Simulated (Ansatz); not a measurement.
The relaxed structure here is a generated cell of ZrS2: the first start was made by placing the elements on the sites of a structure type, and the end was not matched to a known phase here, so it may be hypothetical. Known forms of ZrS2 include space group No. 164.

The end point of a relaxation of ZrS2. These are PBEsol (plane waves to 420 eV, PAW, scalar-relativistic; Ansatz, an electronic-structure program) values and carry that method's errors.

```
CELL_PARAMETERS angstrom
      6.27234     0.00000     0.00000
      0.00000     6.27234     0.00000
      0.00000     0.00000     6.27234
ATOMIC_POSITIONS crystal
  Zr 0.00000 0.00000 0.00000
  Zr 0.50000 0.50000 0.00000
  Zr 0.00000 0.50000 0.50000
  Zr 0.50000 0.00000 0.50000
  S  0.34919 0.34919 0.34919
  S  0.84919 0.15081 0.65081
  S  0.65081 0.84919 0.15081
  S  0.15081 0.65081 0.84919
  S  0.65081 0.65081 0.65081
  S  0.15081 0.84919 0.34919
  S  0.34919 0.15081 0.84919
  S  0.84919 0.34919 0.15081
```

Task: Determine the symmetry and give the standard cell with its independent sites.

Result: Space group Pa-3 (No. 205); a = b = c = 6.2723 Å, α = β = γ = 90.00°

| atom | site | symmetry | x | y | z |
|---|---|---|---|---|---|
| Zr | 4a | .-3. | 0.0000 | 0.0000 | 0.0000 |
| S | 8c | .3. | 0.3492 | 0.3492 | 0.3492 |

Task: Give the shortest distances between elements (the closest pairs, up to four, under 3.6 Å).

Result: S–Zr 2.57 Å; S–S 3.28 Å.

| Property | Result |
|---|---|
| Volume per atom | 20.56 Å³ |
| Band gap | 0.13 eV, indirect (valence top at Γ, conduction bottom at R) (no spin-orbit coupling) |
| Smallest direct gap | 0.37 eV at Γ |

No spin polarisation in the result.

The run could not lose the symmetry of its start: the end is stationary, and may be a saddle point rather than a minimum.
